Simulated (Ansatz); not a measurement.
Total density of states per atom from PBEsol (plane waves, PAW; program Ansatz), in 0.25 eV bins, energy from the Fermi level:

```
E (eV) | states/eV/atom
    -7.85 | # 0.08
    -7.60 | # 0.09
    -7.35 | ## 0.10
    -7.10 | ## 0.11
    -6.85 | ## 0.14
    -6.60 | ## 0.16
    -6.35 | ### 0.19
    -6.10 | #### 0.25
    -5.85 | ##### 0.31
    -5.60 | ####### 0.47
    -5.35 | ############ 0.76
    -5.10 | ############ 0.80
    -4.85 | ########## 0.65
    -4.60 | ########### 0.73
    -4.35 | ################# 1.12
    -4.10 | ################### 1.28
    -3.85 | ############### 0.98
    -3.60 | ################### 1.22
    -3.35 | ################## 1.16
    -3.10 | ################# 1.11
    -2.85 | ################## 1.19
    -2.60 | ################### 1.25
    -2.35 | ######################## 1.59
    -2.10 | ################# 1.15
    -1.85 | ############################# 1.89
    -1.60 | ############################## 1.98
    -1.35 | ########################### 1.81
    -1.10 | ############################ 1.82
    -0.85 | ###################### 1.43
    -0.60 | ######################### 1.66
    -0.35 | ################## 1.21
    -0.10 | ################### 1.22
     0.15 | ############### 0.99
     0.40 | ############ 0.80
     0.65 | ######### 0.60
     0.90 | ########## 0.67
     1.15 | ########## 0.68
     1.40 | ############ 0.81
     1.65 | ############# 0.85
     1.90 | ########## 0.63
     2.15 | ############ 0.79
     2.40 | ############## 0.91
     2.65 | ############# 0.87
     2.90 | ############## 0.90
     3.15 | ################ 1.08
     3.40 | ############# 0.86
```

**Question.** Which compound is it?
A. CoW, Cmcm (W on 4c, Co on 4c)
B. La2WN4, I4/mmm (La on 4e, W on 2a, N on 4e, N on 4c)
C. ZrAl, Cmcm (Zr on 4c, Al on 4c)
D. YPb2, Cmcm (Pb on 4c, Y on 4c, Pb on 4c)

**Answer.** A, CoW, Cmcm (W on 4c, Co on 4c). Within 0.5 eV of the Fermi level: Co 3d 51 %, W 5d 40 %. Projections are on Löwdin-orthogonalised atomic valence shells; empty p or d shells of many metals are not among them.

The start of the workflow was typed in or built on a structure type; neither database checked (COD, Materials Project) lists it. Whether it is the stable phase at ambient conditions was not checked. The PBEsol relaxation kept the symmetry of its start; its stability against distortions is not shown here. The workflow began spin-polarised and lost its moments. Spin–orbit coupling is left out wherever it is not named.

Potentials: the later of the program's two PAW sets.
